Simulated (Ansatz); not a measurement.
# Property card for SnSeS

SnSeS:
```
CELL_PARAMETERS angstrom
      3.74628     0.00000     0.00000
     -1.87314     3.24437     0.00000
      0.00000     0.00000     6.14536
ATOMIC_POSITIONS crystal
  Sn 0.33333 0.66667 0.00780
  Se 0.00000 0.00000 0.74912
  S  0.66667 0.33333 0.24308
```

Space group P3m1 (No. 156); conventional cell a = b = 3.746 Å, c = 6.145 Å, α = β = 90.00°, γ = 120.00°.

Method: plane-wave PAW r²SCAN+D4 (Ansatz code). Geometry: relaxed at this level of theory. Other levels are named where they apply.

Cell and energy:

```json
{
  "volume_per_atom": "24.90 Å³",
  "density": "5.11 g/cm³",
  "Formation energy from the elements (no fitted shifts)": "-0.46 eV/atom"
}
```

Electronic structure:

```json
{
  "band_gap": "1.24 eV (indirect)",
  "valence_band_maximum": "off the standard path, at k = (-0.094, 0.094, 0.229) in fractions of the reciprocal vectors",
  "conduction_band_minimum": "off the standard path, at k = (0.000, 0.464, 0.336) in fractions of the reciprocal vectors",
  "smallest_direct_gap_on_the_standard_path": "1.78 eV",
  "electron_effective_mass": "0.22, 0.59, 0.68 mₑ (principal values)",
  "hole_effective_mass": "0.28, 1.4, 11 mₑ (principal values)",
  "HSE06 gap on the r²SCAN+D4 cell": "1.64 eV",
  "Gap with spin–orbit coupling": "1.12 eV"
}
```

Mechanics:

```json
{
  "Bulk modulus (Birch–Murnaghan fit)": "22.1 GPa",
  "Pressure derivative B′": "11.9",
  "Elastic constants (relaxed ions, GPa)": "C11 = 120, C12 = 32.3, C13 = 10.2, C14 = -0.6, C33 = 25.2, C44 = 8.1",
  "mechanical_stability": "stable (all eigenvalues of C positive)",
  "hill_bulk_and_shear_moduli": "31.9 and 20.1 GPa",
  "Young's modulus": "49.8 GPa",
  "Poisson's ratio": "0.24",
  "debye_temperature_from_the_elastic_constants": "224 K",
  "Piezoelectric stress constants (proper, relaxed ions, C/m²)": "e15 = e24 = 0.05, e16 = e21 = 0.15, e22 = -0.15, e33 = 0.07"
}
```

Phonons:

```json
{
 "Highest zone-centre frequency (without LO–TO term)": "318 cm⁻¹",
 "zone_centre_stability": "no imaginary mode at Γ"
}
```

Charges:

```json
{
 "bader_charges": "Sn +1.53, Se -0.69, S -0.85 e"
}
```

The workflow started from a Materials Project entry (that database holds measured and hypothetical structures alike); the Crystallography Open Database copy checked does not list it. With Se and S taken as one species the cell has the higher symmetry P-3m1, so it may be an ordered model of a mixed-site phase. Its standing as an ambient phase is unchecked. Symmetry was held in the r²SCAN+D4 relaxation. Signs of piezoelectric constants follow the polarity of the cell as given. The references are the lowest solids computed at this level, not always the standard phases. Scalar-relativistic: spin–orbit coupling is off unless named, which matters more the heavier the elements.

Potentials: the later of the program's two PAW sets.
